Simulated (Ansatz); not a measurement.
# Zn: energy along a strain

Zn, P6_3/mmc, a = 2.665 Å, c = 4.947 Å (as given, not relaxed at this level: -8.9 GPa). Ansatz: LDA, PAW, 420 eV, Γ-centred 21×21×10 mesh on 2 atoms, Gaussian smearing 0.15 eV; no spin polarisation. Cell vectors (Å): 2.665 0.000 0.000; -1.332 2.308 0.000; 0.000 0.000 4.947. The cell is strained by x per cent times the pattern (1 1 0 0 0 0) in the order xx yy zz yz xz xy (engineering shears), with fractional coordinates held. y is the free energy over the start, V0 = 15.211 Å³/atom.

| x (%) | y (meV/atom) |
| --- | --- |
| -6.00 | ? |
| -4.50 | -50.06 |
| -3.00 | -43.97 |
| -1.50 | -26.44 |
| 0.00 | 0.00 |
| 1.50 | 32.38 |
| 3.00 | 68.56 |
| 4.50 | 107.51 |
| 6.00 | 148.97 |

Problem. Fit y = c1 x + c2 x² + c3 x³ to the other rows, get the stiffness along the pattern, and predict the missing energy.

Solution. Least squares on the rows shown. y = 19.497 x + 1.4251 x² − 0.091481 x³. The clamped-ion stiffness p·C·p = 2 × 14.25 eV × 160.2 / 15.211 Å³ = 300 GPa (second derivative at the start, which stands under stress). With a term in x⁴ added, the coefficient of x² becomes 1.305, 8 % less, which shows how far this figure hangs on the form. At x = -6.00 the fit asked for gives -45.92 meV/atom. The run gave -42.57 meV/atom, so the fit is 3.35 meV/atom too low, 1.7 % of the span of the series, against an rms of 0.56 meV/atom on the fitted rows. The row lies outside the fitted range. With a term in x⁴ added, a fit to the same known rows predicts -40.06 meV/atom, a smaller miss on the other side.